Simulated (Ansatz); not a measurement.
Fixed-spin-moment curve of MnO2

MnO2 is taken as an experimental structure (space group P4_2/mnm), 6 atoms in the cell. The computed pressure is over 10 GPa in size, so the cell is far from the computed equilibrium volume (the chosen U may not suit it). Source: COD entry 9009081, which need not be the ambient phase.

```yaml
crystal:
  lattice:
    - [4.39600, 0.00000, 0.00000]
    - [0.00000, 4.39600, 0.00000]
    - [0.00000, 0.00000, 2.87100]
  atoms:
    - { symbol: Mn, position: [0.00000, 0.00000, 0.00000] }
    - { symbol: Mn, position: [0.50000, 0.50000, 0.50000] }
    - { symbol: O, position: [0.30200, 0.30200, 0.00000] }
    - { symbol: O, position: [0.19800, 0.80200, 0.50000] }
    - { symbol: O, position: [0.69800, 0.69800, 0.00000] }
    - { symbol: O, position: [0.80200, 0.19800, 0.50000] }
```

Atoms are numbered from 1 in the order listed.

Theory: DFT, PBE+U, PAW, plane waves, scalar-relativistic in Ansatz.

- Hubbard term (Dudarev form): U − J = 3.9 eV on Mn d, on Löwdin-orthonormalised all-electron atomic orbitals
- Plane-wave cutoff: 420 eV
- k-point mesh: 5×5×8 (Γ-centred)
- Occupations: Gaussian smearing, 0.05 eV
- Valence electrons: 54

Site moments are integrals over atomic spheres and don't add up to the total.

A static U favours moments and orbital order; the result depends on U and need not be the measured state.

For a metal this mesh leaves errors of several meV/atom.

The total moment of the cell is held fixed (separate Fermi levels for the two spins), shared at the start among the Mn atoms with one sign; no search for lower states follows. F is the free energy per cell, and F(lowest) that of the lowest run, the runs with a free moment included. A row is the solution that its start led to, not a proven minimum at that M. The run at M = 0 starts without moments and gives the spin-unpolarised solution; a state with cancelling moments wasn't tried, and may lie lower. The program warns that the SCF threshold is loose for stress, so pressures can be off by 0.1 GPa or more.

The run at M = 6.00 μB took 4.6 s on 2 threads of Arm Neoverse V2 (shared host), peak memory 0.41 GiB.

| fixed M (μB/cell) | F − F(lowest) (meV/cell) | moments of Mn1 Mn2 O3 O4 O5 O6 (μB) | absolute moment (μB) | pressure (GPa) |
| --- | --- | --- | --- | --- |
| 0.00 | 4462 | 0.00 0.00 0.00 0.00 0.00 0.00 | 0.00 | -3.4 |
| 2.00 | 1858 | 1.06 1.06 -0.12 -0.12 -0.12 -0.12 | 3.84 | 5.4 |
| 4.00 | 1657 | 1.91 1.91 -0.11 -0.11 -0.11 -0.11 | 4.95 | 5.9 |
| 6.00 | 1 | 2.64 2.64 -0.04 -0.04 -0.04 -0.04 | 6.71 | 10.2 |
| 8.00 | 1507 | 3.03 3.03 0.19 0.19 0.19 0.19 | 8.25 | 30.7 |
| 10.00 | 4540 | 3.33 3.33 0.46 0.46 0.46 0.46 | 10.01 | 55.0 |
| 12.00 | 8679 | 3.60 3.60 0.73 0.73 0.73 0.73 | 12.00 | 81.7 |

The lowest fixed-moment run is the one at M = 6.00 μB (1 meV). With the constraint released: “parallel moments, free total moment [Mn1 4.50, Mn2 4.50 μB]” ends at 6.02 μB, 0 meV; “parallel moments scaled by 0.1, free total moment [Mn1 0.45, Mn2 0.45 μB]” ends at 6.02 μB, 0 meV. No free run was started from opposed moments. At M = 2.00 μB the absolute moment far exceeds M, as opposite spins partly cancel within or between atoms, so the M = 0 row needn't join the others.
